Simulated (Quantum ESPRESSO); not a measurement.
NaCl is modelled in the cubic space group Fm-3m (No. 225), the rock salt structure, Pearson symbol cF8. Conventional cell: a = b = c = 5.716 Å, α = β = γ = 90.00°. Na on 4a is surrounded by 6 Cl at 2.858 Å (octahedral). Cl on 4b is coordinated by 6 Na at 2.858 Å (octahedral). (Neighbours: up to the widest gap in distance over summed covalent radii, below 1.35, at either atom; cation-cation contacts left out.)
(The calculation used a cell of 2 atoms; values per cell refer to that cell.)

The PBEsol cell relaxed from Materials Project entry mp-22862 was given an isotropic strain of +2 % on all lattice vectors, and the atoms were relaxed again.

Q: What does PBEsol (Quantum ESPRESSO, PseudoDojo norm-conserving, 88 Ry, without SOC) give for the electronic structure near the Fermi level?

A: The PBEsol gap is direct, 4.80 eV at Γ.
